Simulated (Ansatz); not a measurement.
**Si, first-principles data**

Si:
```
Si
1.0
    5.68007     0.00000     0.00000
    0.00000     5.68007     0.00000
    0.00000     0.00000     6.82623
Si
12
Cartesian
  0.45752   0.45752   0.00000
  2.38252   3.29755   5.11967
  5.22255   5.22255   3.41311
  3.29755   2.38252   1.70656
  0.93960   2.11183   1.64808
  0.72820   3.77963   6.76775
  4.74047   3.56823   5.06119
  4.95186   1.90043   3.35464
  3.77963   0.72820   0.05848
  3.56823   4.74047   1.76503
  1.90043   4.95186   3.47159
  2.11183   0.93960   5.17815
```

Space group P4_32_12 (No. 96); conventional cell a = b = 5.6801 Å, c = 6.8262 Å, α = β = γ = 90.00°.

Method: the program Ansatz at the PBE level (PAW). The cell and atoms are relaxed at this level. Other levels are named where they apply.

Cell and energy:

* **Volume per atom**: 18.35 Å³
* **Density**: 2.54 g/cm³

Electronic structure:

- Band gap = 1.10 eV (indirect)
- Valence-band maximum = off the standard path, at k = (0.281, 0.359, 0.000) in fractions of the reciprocal vectors
- Conduction-band minimum = on the Γ–Z line, 98 % of the way from Γ (2 equivalent valleys)
- Smallest direct gap on the standard path = 1.35 eV
- Hole effective mass = 0.23, 0.57, 2.9 mₑ (principal values)

Mechanics:

- Bulk modulus (Birch–Murnaghan fit) = 711 kbar
- Pressure derivative B′ = 3.0

The start of the workflow was typed in or built on a structure type; neither database checked (COD, Materials Project) lists it. It is not the phase usual at ambient conditions (space group No. 227). The cell was relaxed with PBE under the symmetry of its start; its stability against distortions is not shown here.

Potentials: the earlier of the program's two PAW sets.
